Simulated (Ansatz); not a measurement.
**Structure relaxation, BaTiO$_{3}$**

The start is a relaxed BaTiO3 cell, doubled along one cell vector, shaken by Gaussian noise of σ = 0.08 Å a coordinate. The cell and all atomic positions are relaxed at zero pressure with r2SCAN (plane waves to 500 eV, PAW, scalar-relativistic; Ansatz, a program for electronic structure). The first steps use a coarse 6×6×3 k-mesh.

The start:
```
CELL_PARAMETERS angstrom
      2.84011     1.63974     2.33162
     -2.84011     1.63974     2.33162
      0.00000    -6.55896     4.66325
ATOMIC_POSITIONS crystal
  Ba 0.47168 0.47344 0.23065
  Ba 0.44699 0.43282 0.74555
  Ti 0.94338 0.96340 0.47995
  Ti 0.00052 0.97094 0.96642
  O  0.46423 0.99887 0.49460
  O  0.53464 0.94766 0.98090
  O  0.97355 0.00692 0.24239
  O  0.96106 0.96849 0.74375
  O  0.99925 0.52625 0.50302
  O  0.01414 0.51743 0.98380
```

Q: How much energy is released per atom?

A: 98 meV/atom.

Q: Is the parent structure recovered?

A: It returns to the parent structure, R3m (No. 160).

Q: How do the shortest distances between atoms change?

A: The closest pairs of elements (up to four, under 3.6 Å), start → end: O–Ti 1.78 → 1.87 Å; O–O 2.56 → 2.79 Å; Ba–O 2.61 → 2.78 Å; Ba–Ti 3.13 → 3.40 Å.

Q: Is the relaxed structure metallic? Give its gap.

A: 2.87 eV, indirect (valence top at T, conduction bottom at Γ) (no spin-orbit coupling).

Final values are on a 8×8×8 k-mesh of the relaxed cell. No spin polarisation in the result.

The first start was generated by placing the elements on the sites of a structure type. A measured structure of BaTiO3 has the same space group, R3m (No. 160); the sites were not compared with it. Another known form has space group No. 99.
